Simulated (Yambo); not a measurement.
## Convergence of the G0W0 gap of N

G0W0@PBEsol for N (space group P6_3/mmc, No. 194) in Yambo. Reference settings: 3×3×2 Γ-centred k mesh, 184 bands and a 8 Ry block in the screening, 184 bands in G with the Bruneval-Gonze terminator, plasmon pole fitted at 27.2 eV. The PBEsol gap Γ → K on this mesh is 7.08 eV; G0W0 gaps are taken between the same points.

```csv
change from the reference,G0W0 gap Γ → K (eV),shift of the valence edge (eV),rough Yambo cost
reference settings,13.54,-3.07,1
"61 bands in W, 61 bands in G",13.63,-2.93,about 1/3
"113 bands in W, 113 bands in G",13.56,-3.02,within a factor of two
61 bands in G,13.56,-3.07,–
113 bands in G,13.55,-3.07,–
79 bands in W,13.57,-2.97,within a factor of two
1 Ry block,14.75,-3.90,within a factor of two
3 Ry block,13.79,-3.03,within a factor of two
7 Ry block,13.52,-3.00,within a factor of two
pole fitted at 10 eV,13.37,-2.88,–
no random integration,13.38,-2.86,–
3×3×1 mesh,13.62,-3.11,about 1/3
"61 bands in G, no terminator",13.59,-2.59,–
"113 bands in G, no terminator",13.57,-2.81,–
no terminator,13.55,-2.93,–
```

The reference isn't shown to be the converged limit. Costs are rough (shared machines), scaled to the same edge states, and given only for runs that recompute the screening. The mesh misses a band edge: along a dense path the PBEsol gap is 7.02 eV against 7.08 eV on the mesh.

Geometry relaxed with PBE+D3(BJ); primitive cell a = 3.799 Å, b = 3.799 Å, c = 7.420 Å, α = 90.00°, β = 90.00°, γ = 120.00°.

The structure is a Materials Project entry; no match was found in the copy of COD used, and its stability was not checked.

A shift is the quasiparticle energy of the state minus its PBEsol energy.
